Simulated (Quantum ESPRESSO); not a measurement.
pw.x input (Quantum ESPRESSO 7.5; LDA, PseudoDojo standard norm-conserving files, scalar-relativistic):

```
&CONTROL
  calculation = 'scf'
  pseudo_dir = './pseudo'
  outdir = './out'
  tprnfor = .true.
  tstress = .true.
/
&SYSTEM
  ibrav = 0
  nat = 12
  ntyp = 4
  ecutwfc = 90.0
  ecutrho = 360.0
  occupations = 'smearing'
  smearing = 'fd'
  degauss = 0.002
  nbnd = 32
/
&ELECTRONS
  conv_thr = 1.2e-09
/
ATOMIC_SPECIES
H 1.0080 H.upf
Mg 24.3050 Mg.upf
Fe 55.8450 Fe.upf
Ba 137.3270 Ba.upf
CELL_PARAMETERS angstrom
  4.556549977000   0.000000000000   0.000000000000
 -2.278274988000   3.946088034000   0.000000000000
  0.000000000000   0.000000000000   6.969870000000
ATOMIC_POSITIONS crystal
H   0.318840000000   0.159420000000   0.136420000000
H   0.681160000000   0.840580000000   0.863580000000
H   0.840580000000   0.159420000000   0.136420000000
H   0.159420000000   0.840580000000   0.863580000000
H   0.840580000000   0.681160000000   0.136420000000
H   0.159420000000   0.318840000000   0.863580000000
H   0.666666667000   0.333333333000   0.609200000000
H   0.333333333000   0.666666667000   0.390800000000
Mg   0.666666667000   0.333333333000   0.888040000000
Mg   0.333333333000   0.666666667000   0.111960000000
Fe   0.000000000000   0.000000000000   0.000000000000
Ba   0.000000000000   0.000000000000   0.500000000000
K_POINTS automatic
9 9 4 0 0 0
```

End of the output:

```

[...]
     the Fermi energy is     6.3965 ev
!    total energy              =    -553.34358861 Ry
     estimated scf accuracy    <          4.8E-10 Ry
     smearing contrib. (-TS)   =      -0.00000000 Ry
     internal energy E=F+TS    =    -553.34358861 Ry
     The total energy is F=E-TS. E is the sum of the following terms:
     one-electron contribution =    -492.33807644 Ry
     hartree contribution      =     250.79189113 Ry
     xc contribution           =     -84.69916751 Ry
     ewald contribution        =    -227.09823579 Ry
     convergence has been achieved in  14 iterations
     Forces acting on atoms (cartesian axes, Ry/au):
     atom    1 type  1   force =    -0.00628451   -0.00362836   -0.00448645
     atom    2 type  1   force =     0.00628451    0.00362836    0.00448645
     atom    3 type  1   force =     0.00628451   -0.00362836   -0.00448645
     atom    4 type  1   force =    -0.00628451    0.00362836    0.00448645
     atom    5 type  1   force =     0.00000000    0.00725673   -0.00448645
     atom    6 type  1   force =     0.00000000   -0.00725673    0.00448645
     atom    7 type  1   force =     0.00000000    0.00000000    0.00132547
     atom    8 type  1   force =     0.00000000    0.00000000   -0.00132547
     atom    9 type  2   force =     0.00000000    0.00000000    0.00062466
     atom   10 type  2   force =     0.00000000    0.00000000   -0.00062466
     atom   11 type  3   force =     0.00000000    0.00000000    0.00000000
     atom   12 type  4   force =     0.00000000    0.00000000    0.00000000
     Total force =     0.021001     Total SCF correction =     0.000009
     Computing stress (Cartesian axis) and pressure
          total   stress  (Ry/bohr**3)                   (kbar)     P=      -45.10
  -0.00030497   0.00000000   0.00000000          -44.86        0.00        0.00
   0.00000000  -0.00030497   0.00000000            0.00      -44.86        0.00
   0.00000000   0.00000000  -0.00030978            0.00        0.00      -45.57
```
In a gapped system the printed Fermi energy is only some level inside the gap.

Geometry of the Materials Project entry, not relaxed at this level.

The runs are not spin-polarised; magnetic order was not tried.
